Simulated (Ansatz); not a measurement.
A relaxed cell of Li₂Bi against its rivals

Atoms and cell were relaxed at zero pressure (4.5 % in volume from the start). The relaxed cell:

```yaml
crystal:
  lattice:
    - [4.67379, 0.00000, 0.00000]
    - [-2.33689, 4.04762, 0.00000]
    - [0.00000, 0.00000, 3.32123]
  atoms:
    - { symbol: Li, position: [0.33333, 0.66667, 0.50000] }
    - { symbol: Li, position: [0.66667, 0.33333, 0.50000] }
    - { symbol: Bi, position: [0.00000, 0.00000, 0.00000] }
```

Space group P6/mmm (No. 191); conventional cell a = 4.674 Å, b = 4.674 Å, c = 3.321 Å, α = 90.00°, β = 90.00°, γ = 120.00°.

Method: PBE in Ansatz 0.2.0, PAW datasets, plane waves to 420 eV, 6×6×8 Γ-centred mesh, fermi-dirac occupations of width 0.023 eV. Spin: none; no U, no spin-orbit coupling.

Problem. Where does it lie against the elements?

Solution. -0.441 eV an atom at 0 K against the elements' lowest computed crystals and the free molecules of gases, with no empirical correction.

Problem. Does it lie on the convex hull?

Solution. Among the phases that we computed and relaxed alike, the lowest mixture with other formulas is 33 % LiBi + 67 % Li3Bi (shares of atoms). The cell lies 52 meV an atom above it, so it would gain by splitting into them.

The start was: a known structure type with other elements put in, at an estimated volume. An invented cell need not be a known compound.

Caveats: differences under 20 meV an atom lie within the error of meshes and cutoff; the relaxation keeps the start's symmetry, so a distorted cell may lie lower; no spin-orbit coupling, which can move compounds of heavy elements by tens of meV.
